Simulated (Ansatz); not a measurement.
What does Ansatz print for the nuclei with this input?

The cell is a measured structure from the Crystallography Open Database (COD), its atoms then relaxed with PBE in this cell.

```yaml
crystal:
  lattice:
    - [2.38025, 1.3742379782, 4.3318666667]
    - [-2.38025, 1.3742379782, 4.3318666667]
    - [0.0, -2.7484759565, 4.3318666667]
  atoms:
    - { symbol: Al, position: [0.3520823946, 0.3520823946, 0.3520823946] }
    - { symbol: Al, position: [0.1479176054, 0.1479176054, 0.1479176054] }
    - { symbol: Al, position: [0.6479176054, 0.6479176054, 0.6479176054] }
    - { symbol: Al, position: [0.8520823946, 0.8520823946, 0.8520823946] }
    - { symbol: O, position: [0.5564629985, 0.9435370015, 0.25] }
    - { symbol: O, position: [0.25, 0.5564629985, 0.9435370015] }
    - { symbol: O, position: [0.9435370015, 0.25, 0.5564629985] }
    - { symbol: O, position: [0.4435370015, 0.0564629985, 0.75] }
    - { symbol: O, position: [0.75, 0.4435370015, 0.0564629985] }
    - { symbol: O, position: [0.0564629985, 0.75, 0.4435370015] }
kpoints:
  mp_grid: { grid: [8, 8, 8] }
scf:
  occupations: { method: fermi_dirac, width: 0.02 }
hamiltonian:
  xc: lda
  pseudopotentials: { kind: paw }
output:
  forces: true
  stress: true
  populations: true
  efg:
    quadrupole_moments_barn: { Al: 0.1466, O: -0.02558 }
    contact_densities: true
```

```sh
ansatz run input.yaml --threads 4 --pin off --max-ram 10240MiB --backend cpu --events-out ev --progress --plain --runs-dir out
```

Of the output, the block on the nuclei alone is shown; the set-up, the SCF iterations, energies, forces and stress are cut. One atom of each set with nearly equal values is shown.

```
--- PAW observables at the nuclei: V_zz in 10²¹ V/m², potentials from the cell's mean, atoms counted from 1 ---
  atom   1  Al V_zz =    +0.567769   η = 0.0000   by run symmetry: allowed   C_q = +2.0126 MHz
            electrostatic potential = -1231.817815 V   contact ρ = 9978.406842 e/Å³
  atom   5  O  V_zz =    -3.760619   η = 0.5127   by run symmetry: allowed   C_q = +2.3260 MHz
            electrostatic potential = -625.026329 V   contact ρ = 2122.066818 e/Å³
```

Hardware: 4 threads of Intel Xeon Platinum 8488C (Sapphire Rapids) (x86_64; 16 cores open to the job, memory cap 10.0 GiB, no GPU), a shared host with a load of 0.3 a core. Wall time 2.8 s, CPU time 9.5 s, peak memory 0.55 GiB.

At this cell the LDA pressure is -5 GPa, so with LDA the cell would shrink if it were relaxed.
